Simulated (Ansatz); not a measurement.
One stationary structure of LaWN3. Calculation: PBEsol (plane waves to 420 eV, PAW, scalar-relativistic; Ansatz, an electronic-structure program).

```cif
data_La2N6W2
_chemical_formula_sum 'La2 W2 N6'
_space_group_name_H-M_alt 'P 1'
_space_group_IT_number 1
_cell_length_a 5.61971
_cell_length_b 5.61971
_cell_length_c 5.61971
_cell_angle_alpha 60.330
_cell_angle_beta 60.330
_cell_angle_gamma 60.330
loop_
_space_group_symop_operation_xyz
  'x, y, z'
loop_
_atom_site_label
_atom_site_type_symbol
_atom_site_fract_x
_atom_site_fract_y
_atom_site_fract_z
_atom_site_occupancy
La1 La 0.74413 0.74413 0.74413 1
La2 La 0.24413 0.24413 0.24413 1
W1 W 0.99284 0.99284 0.99284 1
W2 W 0.49284 0.49284 0.49284 1
N1 N 0.20778 0.31069 0.76313 1
N2 N 0.31069 0.76313 0.20778 1
N3 N 0.76313 0.20778 0.31069 1
N4 N 0.81069 0.70778 0.26313 1
N5 N 0.70778 0.26313 0.81069 1
N6 N 0.26313 0.81069 0.70778 1
```

**Question.** Determine the symmetry and give the standard cell with its independent sites.

**Answer.** Space group R3c, hexagonal axes (No. 161); a = b = 5.6477 Å, c = 13.7310 Å, α = β = 90.00°, γ = 120.00°

```json
[
 {"atom": "La", "site": "6a", "symmetry": "3.", "x": "0.0000", "y": "0.0000", "z": "0.2441"},
 {"atom": "W", "site": "6a", "symmetry": "3.", "x": "0.0000", "y": "0.0000", "z": "0.4928"},
 {"atom": "N", "site": "18b", "symmetry": "1", "x": "0.1139", "y": "0.3307", "z": "0.0939"}
]
```

**Question.** Give the shortest distances between elements (the closest pairs, up to four, under 3.6 Å).

**Answer.** N–W 1.90 Å; La–N 2.54 Å; N–N 2.82 Å; La–W 3.42 Å.

| Property | Result |
|---|---|
| Volume per atom | 12.64 Å³ |
| Band gap | 1.02 eV, indirect (valence top at F, conduction bottom at k = (0, 0.1429, 0.1429)) (no spin-orbit coupling) |
| Smallest direct gap | 1.27 eV at k = (0, 0.4286, -0.4286) |

No spin polarisation in the result. Without spin-orbit coupling the bands of the heavy element are not split, so the gap can be far off.

It was reached from a disturbed copy of a R-3c (No. 167) cell, against which it lies -0.02 eV/atom.

The first start was generated by placing the elements on the sites of a structure type. Materials Project lists a structure of LaWN3 in the same space group, R3c (No. 161); the sites were not compared with it, nor with measured phases.
